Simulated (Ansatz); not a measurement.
Consider the following.

MgO:
```cif
data_Mg2O2
_chemical_formula_sum 'Mg2 O2'
_space_group_name_H-M_alt 'P63/mmc'
_space_group_IT_number 194
_space_group_name_Hall '-P 6c 2c'
_cell_length_a 3.45166
_cell_length_b 3.45166
_cell_length_c 4.13954
_cell_angle_alpha 90.000
_cell_angle_beta 90.000
_cell_angle_gamma 120.000
loop_
_atom_site_label
_atom_site_type_symbol
_atom_site_symmetry_multiplicity
_atom_site_Wyckoff_symbol
_atom_site_fract_x
_atom_site_fract_y
_atom_site_fract_z
_atom_site_occupancy
Mg1 Mg 2 c 0.33333 0.66667 0.25000 1
O1 O 2 d 0.66667 0.33333 0.25000 1
```

This is the LDA-relaxed structure.

Q: All from the program Ansatz at the LDA level (PAW), unless another level is named. Give the formation energy from the elements (no fitted shifts).

A: -2.82 eV/atom.

Q: Give the electron effective mass.

A: 0.35, 0.35, 0.39 mₑ (principal values).

Q: Predict the band gap.

A: 3.49 eV (direct).

Space group P6_3/mmc. The workflow started from a Materials Project entry (that database holds measured and hypothetical structures alike); the Crystallography Open Database copy checked does not list it. It is not the phase usual at ambient conditions (space group No. 225). Symmetry was held in the LDA relaxation; its stability against distortions is not shown here. The references are the lowest solids computed at this level, not always the standard phases (solids in place of the gases).

Potentials: the earlier of the program's two PAW sets. The files were generated under PBE; for other functionals the program regenerates the frozen cores, and for LDA and PBEsol the local potential too.
